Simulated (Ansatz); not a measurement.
Theory: DFT PBE, scalar-relativistic, plane waves, PAW (Ansatz). Plane waves to 420 eV, an 18×18×18 mesh through Γ for the 3-atom cell and 0.10 eV Gaussian smearing; no spin polarisation.

Formation energies are uncorrected and refer to the elements' standard structures at the same level (F₂ as a molecule).

Problem. Suggest a trial structure for an orthorhombic metal made of F and Ge, with a formation energy near −0.52 eV/atom and a density near 5.6 g/cm³, in a cell of 3 atoms. Its symmetry should be Fmmm (No. 69).

Solution. Ge2F, space group Fmmm (No. 69). Ge is surrounded by 2 F at 2.42 Å; around F lie 4 Ge at 2.42 Å.

```
CELL_PARAMETERS angstrom
0.00000 2.57869 6.59068
1.43844 0.00000 6.59068
1.43844 2.57869 0.00000
ATOMIC_POSITIONS crystal
Ge 0.35200 0.35200 0.64800
Ge 0.64800 0.64800 0.35200
F 0.00000 0.00000 0.00000
```

The volume per atom is 16.3 Å³ and the density is 5.6 g/cm³. The formation energy is −0.52 eV/atom. The gap on the 18×18×18 mesh of the 3-atom cell is 0 eV (a metal).

It was reached by relaxing an invented guess, and it needn't be the stable form of this composition. Other answers may fit too; this one was computed.

Weakly bound directions are ill-defined at this level, which has no dispersion term. An odd number of electrons in the primitive cell allows no gap without spin; a larger cell or a magnetic state could open one. A structure relaxed within its symmetry needn't be a true minimum. Another cell of Ge2F relaxed alike, in P4_2/nmc, lies 49 meV/atom lower, so this cell isn't the stable form at this level.
